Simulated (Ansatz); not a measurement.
Ga:
```
Ga
1.0
    0.00000     2.88841     2.88841
    2.88841     0.00000     2.88841
    2.88841     2.88841     0.00000
Ga
2
Direct
  0.00000   0.00000   0.00000
  0.25000   0.25000   0.25000
```

Relaxed with r²SCAN. Special points in fractions of this cell's reciprocal vectors: Γ (0.000, 0.000, 0.000); X (0.500, 0.000, 0.500); U (0.625, 0.250, 0.625); K (0.375, 0.375, 0.750); L (0.500, 0.500, 0.500); W (0.500, 0.250, 0.750).

### Question
List the band energies nearest the Fermi level at these points for r²SCAN (plane waves, PAW; program Ansatz).

### Answer
In eV from the Fermi level; about four levels below and three above (degenerate sets whole), none deeper than 8.9 eV; … stands for higher levels left out; points with the same levels are listed once.

```tsv
k	below	above
Γ	–	3.03 3.03 3.03
X	-5.75 -5.75 -0.56 -0.56	3.20 3.20 …
U	-6.18 -5.15 -2.06 -0.05	3.67 6.78 10.35
L	-7.58 -4.90	1.39 1.39 3.61
W	-5.59 -5.59 -1.57 -1.57	7.14 7.14 …
```

Space group Fd-3m (diamond). The start of the workflow was typed in or built on a structure type; neither database checked (COD, Materials Project) lists it. It is not the phase usual at ambient conditions (space group No. 64). Symmetry was held in the r²SCAN relaxation. At this level the phase is mechanically unstable. The volume moved by -21 % from the start of the relaxation. Scalar-relativistic: spin–orbit coupling is off unless named, which matters more the heavier the elements.

Potentials: the later of the program's two PAW sets.
